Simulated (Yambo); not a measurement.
## Optical response of Re

```
Re
1.0
    2.76534     0.00000     0.00000
   -1.38267     2.39485     0.00000
    0.00000     0.00000     4.47358
Re
2
Direct
  0.33333   0.66667   0.25000
  0.66667   0.33333   0.75000
```

Yambo, RPA with local fields on LDA bands; 21×21×12 mesh, 49 bands, 4 Ry local-field block, 0.25 eV broadening; field along z.

```csv
E (eV),Im ε,"Im ε, independent particles"
0.6,39.6,39.7
1.2,25.7,25.7
1.9,23.3,23.3
2.5,20.7,20.7
3.1,20.5,20.5
3.8,17.9,17.9
4.4,18.4,18.5
5.0,18.4,18.4
5.6,14.0,14.1
6.2,8.71,8.72
6.9,6.65,6.63
7.5,5.14,5.11
8.1,4.28,4.25
8.8,4.41,4.39
9.4,4.64,4.62
10.0,4.48,4.44
10.6,4.05,3.98
11.2,3.72,3.67
11.9,3.59,3.52
12.5,3.10,3.06
13.1,3.27,3.22
13.8,2.96,2.99
14.4,3.32,3.51
15.0,3.29,3.66
15.6,3.39,3.90
16.2,3.14,3.65
16.9,2.97,3.43
17.5,2.99,3.36
18.1,2.68,2.78
18.8,2.01,2.05
19.4,1.69,1.74
20.0,1.66,1.73
```

Only interband transitions are included: the Drude term is missing, so nothing below about 0.6 eV and no real part is shown. Peak heights and small wiggles depend on the k mesh.

Spin-orbit coupling is left out; for elements this heavy it splits bands near the Fermi level.

Geometry of the Materials Project entry, not relaxed at this level.
